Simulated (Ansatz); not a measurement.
CsSnI$_{3}$:
```cif
data_Cs4I12Sn4
_chemical_formula_sum 'Cs4 I12 Sn4'
_space_group_name_H-M_alt 'P 1'
_space_group_IT_number 1
_cell_length_a 10.37588
_cell_length_b 4.68497
_cell_length_c 17.55682
_cell_angle_alpha 90.000
_cell_angle_beta 90.000
_cell_angle_gamma 90.000
loop_
_space_group_symop_operation_xyz
  'x, y, z'
loop_
_atom_site_label
_atom_site_type_symbol
_atom_site_fract_x
_atom_site_fract_y
_atom_site_fract_z
_atom_site_occupancy
Cs1 Cs 0.91788 0.75000 0.67108 1
Cs2 Cs 0.58212 0.25000 0.17108 1
Cs3 Cs 0.41788 0.75000 0.82892 1
Cs4 Cs 0.08212 0.25000 0.32892 1
I1 I 0.53127 0.75000 0.61410 1
I2 I 0.96873 0.25000 0.11410 1
I3 I 0.03127 0.75000 0.88590 1
I4 I 0.46873 0.25000 0.38590 1
I5 I 0.16282 0.75000 0.50071 1
I6 I 0.33718 0.25000 0.00071 1
I7 I 0.66282 0.75000 0.99929 1
I8 I 0.83718 0.25000 0.49929 1
I9 I 0.20460 0.25000 0.71109 1
I10 I 0.29540 0.75000 0.21109 1
I11 I 0.70460 0.25000 0.78891 1
I12 I 0.79540 0.75000 0.28891 1
Sn1 Sn 0.34169 0.25000 0.56032 1
Sn2 Sn 0.15831 0.75000 0.06032 1
Sn3 Sn 0.84169 0.25000 0.93968 1
Sn4 Sn 0.65831 0.75000 0.43968 1
```

Relaxed with PBEsol. Plane-wave PAW PBEsol (Ansatz code) gives a gap of 1.92 eV.

Problem. What gap does HSE06 give on the same cell (Ansatz, PAW)?

Solution. 2.62 eV, 0.70 eV more. The hybrid was solved on a coarser mesh and at special points; the gap given is the minimum over both.

```tsv
k	v1 PBEsol	c1 PBEsol	v1 HSE06	c1 HSE06
Γ	-0.15	2.08	?	?
X	-0.13	1.92	-0.14	2.62
Z	-0.35	2.10	?	?
U	-0.15	1.92	-0.16	2.62
Y	-0.23	2.86	-0.25	3.57
S	-0.29	2.90	-0.33	3.64
T	-0.32	2.86	?	?
R	-0.28	2.89	?	?
```

Problem. Top valence (v1) and lowest conduction level (c1) in eV from each method's valence maximum (which need not be a listed point): supply the withheld HSE06 values.

Solution. 
- Γ, v1 HSE06: -0.14
- Γ, c1 HSE06: 2.76
- R, v1 HSE06: -0.31
- R, c1 HSE06: 3.62
- T, v1 HSE06: -0.33
- T, c1 HSE06: 3.58
- Z, v1 HSE06: -0.38
- Z, c1 HSE06: 2.79

Cost on shared cores: the PBEsol run (SCF on a 3×6×2 mesh, then bands and DOS) very roughly 30 core-minutes, the HSE06 run (SCF on 2×4×1, then a few points) very roughly 50 core-minutes; the tasks are unlike.

Space group Pnma. Symmetry was held in the PBEsol relaxation. Spin–orbit coupling is left out wherever it is not named.

Potentials: the later of the program's two PAW sets.
